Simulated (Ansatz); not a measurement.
CoLi₄Nb₆O₁₈:
```yaml
crystal:
  lattice:
    - [5.15723, 0.00000, 0.00000]
    - [-2.57861, 4.46629, 0.00000]
    - [0.00000, 0.00000, 13.89062]
  atoms:
    - { symbol: Co, position: [0.00000, 0.00000, 0.21394], spin: 2.6 }
    - { symbol: Li, position: [0.66667, 0.33333, 0.55709] }
    - { symbol: Li, position: [0.33333, 0.66667, 0.38831] }
    - { symbol: Li, position: [0.33333, 0.66667, 0.88211] }
    - { symbol: Li, position: [0.00000, 0.00000, 0.72188] }
    - { symbol: Nb, position: [0.33333, 0.66667, 0.16442] }
    - { symbol: Nb, position: [0.66667, 0.33333, 0.33839], spin: 0.0 }
    - { symbol: Nb, position: [0.00000, 0.00000, 0.50354] }
    - { symbol: Nb, position: [0.33333, 0.66667, 0.66884] }
    - { symbol: Nb, position: [0.66667, 0.33333, 0.83636] }
    - { symbol: Nb, position: [0.00000, 0.00000, 0.99425] }
    - { symbol: O, position: [0.05221, 0.73705, 0.10597], spin: 0.1 }
    - { symbol: O, position: [0.68485, 0.94779, 0.10597], spin: 0.1 }
    - { symbol: O, position: [0.00769, 0.36993, 0.27223], spin: 0.1 }
    - { symbol: O, position: [0.26295, 0.31515, 0.10597], spin: 0.1 }
    - { symbol: O, position: [0.36224, 0.99231, 0.27223], spin: 0.1 }
    - { symbol: O, position: [0.63007, 0.63776, 0.27223], spin: 0.1 }
    - { symbol: O, position: [0.70357, 0.04608, 0.43682] }
    - { symbol: O, position: [0.34251, 0.29643, 0.43682] }
    - { symbol: O, position: [0.67618, 0.71344, 0.60240] }
    - { symbol: O, position: [0.95392, 0.65749, 0.43682] }
    - { symbol: O, position: [0.03726, 0.32382, 0.60240] }
    - { symbol: O, position: [0.28656, 0.96274, 0.60240] }
    - { symbol: O, position: [0.37378, 0.38135, 0.76777] }
    - { symbol: O, position: [0.00757, 0.62622, 0.76777] }
    - { symbol: O, position: [0.33398, 0.03388, 0.93056] }
    - { symbol: O, position: [0.61865, 0.99243, 0.76777] }
    - { symbol: O, position: [0.69989, 0.66602, 0.93056] }
    - { symbol: O, position: [0.96612, 0.30011, 0.93056] }
```

Relaxed with r²SCAN.

Question: Tabulate the valence density and the electron localisation function along the shortest Nb–O contact (1.85 Å), the program Ansatz at the r²SCAN level (PAW).

Answer: 

```csv
distance from Nb (Å),density (e/Å³),ELF
0.18,4.76,0.25
0.28,5.10,0.45
0.37,5.07,0.62
0.46,4.60,0.71
0.55,3.79,0.72
0.65,2.89,0.66
0.74,2.09,0.52
0.83,1.54,0.36
0.92,1.27,0.30
1.02,1.25,0.38
1.11,1.48,0.57
1.20,1.95,0.74
1.29,2.75,0.79
1.39,3.85,0.77
1.48,5.09,0.69
1.57,6.22,0.55
1.66,7.05,0.38
```

The density is the valence pseudo-density with augmentation charge, so density and ELF within about 1 Å of a nucleus are not all-electron values.

Space group P3. The start of the workflow was typed in or built on a structure type; neither database checked (COD, Materials Project) lists it. Its standing as an ambient phase is unchecked. The r²SCAN relaxation kept the symmetry of its start; its stability against distortions is not shown here. Magnetic state: ferromagnetic, the only order run, not a proven ground state. Other orbital occupations within this spin state were not tried. No Hubbard U is applied.

Potentials: the later of the program's two PAW sets.
